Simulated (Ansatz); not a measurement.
Phonons of Li (bcc, W type) at N = (0.5, 0.0, 0.0), H = (0.5, 0.5, 0.5).

Li (bcc, W type)

```
Li
1.0
   -1.71739     1.71739     1.71739
    1.71739    -1.71739     1.71739
    1.71739     1.71739    -1.71739
Li
1
Direct
  0.00000   0.00000   0.00000
```

These are PBE (plane waves to 420 eV, PAW, scalar-relativistic; Ansatz, an electronic-structure program) values and carry that method's errors. DFPT wavenumbers on a 20×20×20 k mesh, in cm⁻¹ and rounded to 5; i marks imaginary ones, q is in fractions of the reciprocal vectors of the cell shown, and the three acoustic modes at Γ are left out. Li was relaxed with its symmetry unable to fall. The PAW data are Ansatz's earlier set.

```tsv
q	wavenumbers (cm⁻¹)
N = (0.5, 0.0, 0.0)	50, 190, 320
H = (0.5, 0.5, 0.5)	330 (×3)
```

The structure shows no imaginary mode at these points (lowest 50 cm⁻¹ at N = (0.5, 0.0, 0.0)); other wave vectors were not tested.

Highest mode: 330 cm⁻¹ at H = (0.5, 0.5, 0.5).
